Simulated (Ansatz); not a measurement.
**CoO (Fm-3m)**

Level of theory: PBE+U, U_eff = 5.0 eV (Dudarev form) on Co d, fully localised double counting, collinear spin, scalar-relativistic, 420 eV, PAW set soft_2, 8×8×8 mesh, Gaussian smearing of 0.05 eV; plane-wave PAW code Ansatz.

```xyz
4
Lattice="0.0000 2.1315 2.1315 2.1315 0.0000 2.1315 4.2630 4.2630 0.0000" Properties=species:S:1:pos:R:3 pbc="T T T"
Co    0.0000    0.0000    0.0000
O     2.1315    2.1315    2.1315
Co    2.1315    2.1315    0.0000
O     4.2630    4.2630    2.1315
```

The structure is that of a cell as deposited in COD, unrelaxed. The cell shown is twice the primitive one, so that more magnetic patterns fit.

Cell and atoms stay fixed. Atoms count from 1 in the text and from 0 in parts of the program's output.

Two runs on this cell converged from different starts. The ends of their outputs, energies left out (λ are the eigenvalues of a shell's occupation matrix):

Run A:

```
Magnetization: 0.0000 μB (23.0000 up, 23.0000 down)
Absolute magnetization: 5.6954 μB (∫|ρ↑−ρ↓|, with the PAW one-centre terms)
Per-site moments (μB) at R_I (Å): [(2.60665, 0.87924), (0.00000, 0.87924), (-2.60665, 0.87924), (0.00000, 0.87924)]
Fermi energy:    14.697012 eV
--- Forces (eV/Å), atoms counted from 1 ---
  atom   1  Co     0.00000000     0.00000000     0.00000000
  atom   2  O     -0.00000013    -0.00000013     0.00000003
  atom   3  Co     0.00000000     0.00000000     0.00000000
  atom   4  O      0.00000013     0.00000013    -0.00000003
--- Stress (GPa, compression-positive) ---
       16.634265      -0.076500       0.582776
       -0.076500      16.634265       0.582776
        0.582769       0.582769      39.463809
  P = ⅓ Tr σ = 24.2441 GPa (242.441 kbar)
--- Löwdin populations: 4 sites ---
  site symbol       q [e]    m [muB]
     0     Co     15.7281     2.7822
     1      O      7.1337     0.0000
     2     Co     15.7281    -2.7822
     3      O      7.1337     0.0000
--- Occupation matrices: 2 shells (run DFT+U table (all-electron-ortho-atomic); ε = 5.58e-4) ---
  Co0 d_3D up     Tr n = 4.9844  λ = 0.995 0.995 0.998 0.998 0.999
  Co0 d_3D dn     Tr n = 2.2068  λ = 0.038 0.038 0.142 0.993 0.996
  Co2 d_3D up     Tr n = 2.2068  λ = 0.038 0.038 0.142 0.993 0.996
  Co2 d_3D dn     Tr n = 4.9844  λ = 0.995 0.995 0.998 0.998 0.999
```

Run B:

```
Magnetization: 0.0000 μB (23.0000 up, 23.0000 down)
Absolute magnetization: 5.5754 μB (∫|ρ↑−ρ↓|, with the PAW one-centre terms)
Per-site moments (μB) at R_I (Å): [(2.57975, 0.87924), (0.00000, 0.87924), (-2.57975, 0.87924), (0.00000, 0.87924)]
Fermi energy:    13.795977 eV
--- Forces (eV/Å), atoms counted from 1 ---
  atom   1  Co     0.00000000     0.00000000     0.00000000
  atom   2  O     -0.00000908    -0.00000908     0.00000908
  atom   3  Co     0.00000000     0.00000000     0.00000000
  atom   4  O      0.00000908     0.00000908    -0.00000908
--- Stress (GPa, compression-positive) ---
        8.287852      -0.565979       0.565979
       -0.565979       8.287852       0.565979
        0.565979       0.565979       8.287852
  P = ⅓ Tr σ = 8.2879 GPa (82.879 kbar)
--- Löwdin populations: 4 sites ---
  site symbol       q [e]    m [muB]
     0     Co     15.7925     2.6813
     1      O      7.0812     0.0000
     2     Co     15.7925    -2.6813
     3      O      7.0812     0.0000
--- Occupation matrices: 2 shells (run DFT+U table (all-electron-ortho-atomic); ε = 3.12e-3) ---
  Co0 d_3D up     Tr n = 4.9832  λ = 0.994 0.994 0.998 0.998 0.999
  Co0 d_3D dn     Tr n = 2.2859  λ = 0.041 0.129 0.129 0.994 0.994
  Co2 d_3D up     Tr n = 2.2859  λ = 0.041 0.129 0.129 0.994 0.994
  Co2 d_3D dn     Tr n = 4.9832  λ = 0.994 0.994 0.998 0.998 0.999
```

**Question.** Which run lies higher in energy, by how much, and why?

**Answer.** Run A, by 440.3 meV/atom. Run A has 7 d electrons in filled orbitals, 3 of them unpaired, the high-spin filling, a gap of 0.95 eV; run B has 7 d electrons in filled orbitals, 3 of them unpaired, the high-spin filling, a gap of 2.64 eV. Run A kept 4 symmetry operations, run B 12. Flag on run A: possible saddle point. Both fill the same number of orbitals in each spin with the same magnetic order, so they differ in which orbitals are filled. With J = 0 the Hubbard energy is (U/2) Σ λ(1 − λ), a penalty on fractional natural occupations. The sums Σ λ(1 − λ) over the cell's shells are 0.58 for run B and 0.44 for run A, which at U/2 = 2.50 eV give 1.46 and 1.10 eV per cell. Of the difference of 1.76 eV per cell, the Hubbard term gives -0.35 eV and all other terms 2.11 eV, so the other terms decide the order against the Hubbard term. The other terms are taken on each state's own density, so they aren't the result of a run without U.

Every start opposed the Co moments, so their parallel order wasn't tried.

In the lower state the fixed cell carries a pressure of 8.3 GPa (the cell is smaller than this level of theory would relax to); relaxing would change energies and could change the order of close states.

Run A started from: random orbitals: single harmonics, high spin, moments Co1 3.00; Co3 -3.00 μB, occupations held until the density converged. Run B started from atoms, default search, moments Co1 3.00; Co3 -3.00 μB. At this level the cell was started in 11 ways, of which 5 didn't converge. Run B holds the lowest state found for this cell, which doesn't make it the ground state. U wasn't fitted or computed for this material, so the results show what this U gives and needn't match the real solid. Gaps are Kohn–Sham gaps over the k-mesh alone and may be smaller between its points.
